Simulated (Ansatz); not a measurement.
Fe:
```
CELL_PARAMETERS angstrom
     -1.43318     1.43318     1.43318
      1.43318    -1.43318     1.43318
      1.43318     1.43318    -1.43318
ATOMIC_POSITIONS crystal
  Fe 0.00000 0.00000 0.00000
```
Starting moments (μB, in the order of the atoms Fe): 2.8.

Relaxed with r²SCAN. Special points in fractions of this cell's reciprocal vectors: Γ (0.000, 0.000, 0.000); H (0.500, -0.500, 0.500); N (0.000, 0.000, 0.500); P (0.250, 0.250, 0.250).

### Question
List the band energies nearest the Fermi level at these points for DFT-r²SCAN in the program Ansatz with PAW potentials.

### Answer
In eV from the Fermi level; about four levels below and three above (degenerate sets whole), none deeper than 8.9 eV; … stands for higher levels left out; points with the same levels are listed once.

```csv
k,below,above
Γ ↑,-3.06 -3.06 -3.06 -1.87 -1.87,…
H ↑,-5.32 -5.32 -0.77 -0.77 -0.77,…
N ↑,-4.06 -1.82 -1.70 -0.51,0.50 …
P ↑,-3.81 -3.81 -3.81 -1.67 -1.67,…
Γ ↓,–,0.36 0.36 0.36
H ↓,-2.69 -2.69,3.14 3.14 3.14
N ↓,-3.55 -1.07 -0.11,2.44 2.91 …
P ↓,-1.62 -1.62 -1.62,2.96 2.96 …
```

Space group Im-3m (bcc (W type)). Symmetry was held in the r²SCAN relaxation. The final state is ferromagnetic, chosen from 2 collinear starts compared on coarse meshes (ties went to the first, and starts can fall back to one state), not a proven ground state. Textbook magnetic order: ferromagnetic. Other orbital occupations within this spin state were not tried. For itinerant 3d metals, meta-GGAs of the SCAN family and hybrids are commonly reported to give too large moments.

Potentials: the later of the program's two PAW sets.
